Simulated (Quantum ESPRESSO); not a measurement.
**Kohn-Sham bands of In$_{2}$O$_{3}$ (corundum)**

```xyz
10
Lattice="-2.7581 4.7772 0.0000 -5.5162 0.0000 0.0000 -2.7581 1.5924 4.8637" Properties=species:S:1:pos:R:3 pbc="T T T"
In     0.0000     0.0000     2.0848
In     0.0000     0.0000    -2.0848
In     2.7581    -1.5924     0.3471
In    -2.7581     1.5924    -0.3471
O     -1.9403    -0.1760    -1.2159
O      1.9403     0.1760     1.2159
O      1.1226    -1.5924    -1.2159
O     -1.1226     1.5924     1.2159
O      0.8178     1.7684    -1.2159
O     -0.8178    -1.7684     1.2159
```

Structure: Materials Project mp-22323, symmetrised, not relaxed again. COD (Crystallography Open Database) has the formula in 3 space groups, this one among them (matched by group alone). Level: PBEsol, no spin polarisation, no spin-orbit coupling; pw.x of Quantum ESPRESSO at 68 Ry with PseudoDojo potentials, 4×4×4 k-points, Wannier90. Density: 8×8×8 mesh, Gaussian smearing 0.01 Ry. Spin-orbit coupling is left out although heavy elements are present.

Question: List the Kohn-Sham levels between −8 and 4.1 eV relative to the valence-band maximum at the high-symmetry points, as a band run of pw.x on that density gives them (levels within 2 meV counted together).

Answer: 
```json
[
 {"point": "Γ", "k (reciprocal lattice)": "0.000 0.000 0.000", "levels (eV)": "-5.69, -5.31, -4.05 (×2), -3.32, -3.01, -2.65 (×2), -2.46, -0.78 (×2), -0.50, -0.38 (×2), -0.26 (×2), -0.07 (×2), 1.09"},
 {"point": "T", "k (reciprocal lattice)": "0.000 0.000 0.500", "levels (eV)": "-5.02 (×2), -3.65 (×2), -2.93 (×4), -2.00 (×2), -1.10 (×4), -0.20 (×4)"},
 {"point": "H_2", "k (reciprocal lattice)": "-0.262 -0.524 0.238", "levels (eV)": "-4.68 (×2), -4.20 (×2), -3.05 (×2), -2.55 (×2), -1.74 (×2), -1.33 (×2), -0.78 (×2), -0.35 (×2), -0.17 (×2)"},
 {"point": "H_0", "k (reciprocal lattice)": "-0.476 -0.738 -0.238", "levels (eV)": "-4.68 (×2), -4.20 (×2), -3.05 (×2), -2.55 (×2), -1.74 (×2), -1.33 (×2), -0.78 (×2), -0.35 (×2), -0.17 (×2)"},
 {"point": "L", "k (reciprocal lattice)": "0.000 -0.500 0.000", "levels (eV)": "-5.12 (×2), -4.33 (×2), -2.80 (×2), -2.29 (×2), -1.52 (×2), -0.97 (×2), -0.90 (×2), -0.76 (×2), -0.07 (×2)"},
 {"point": "S_0", "k (reciprocal lattice)": "-0.369 -0.738 -0.369", "levels (eV)": "-4.70, -4.68, -4.29, -4.22, -3.08, -2.86, -2.84, -2.09, -2.02, -1.86, -1.43, -1.14, -0.79, -0.53, -0.46, -0.27, -0.22, -0.08"},
 {"point": "S_2", "k (reciprocal lattice)": "-0.369 -0.631 0.000", "levels (eV)": "-4.70, -4.68, -4.29, -4.22, -3.08, -2.86, -2.84, -2.09, -2.02, -1.86, -1.43, -1.14, -0.79, -0.53, -0.46, -0.27, -0.22, -0.08"},
 {"point": "F", "k (reciprocal lattice)": "-0.500 -0.500 0.000", "levels (eV)": "-5.05, -4.55, -3.80, -3.76, -3.37, -2.91, -2.88, -2.29, -2.19, -1.98, -1.12, -1.01, -1.00, -0.85, -0.55, -0.36, -0.10, -0.05"}
]
```
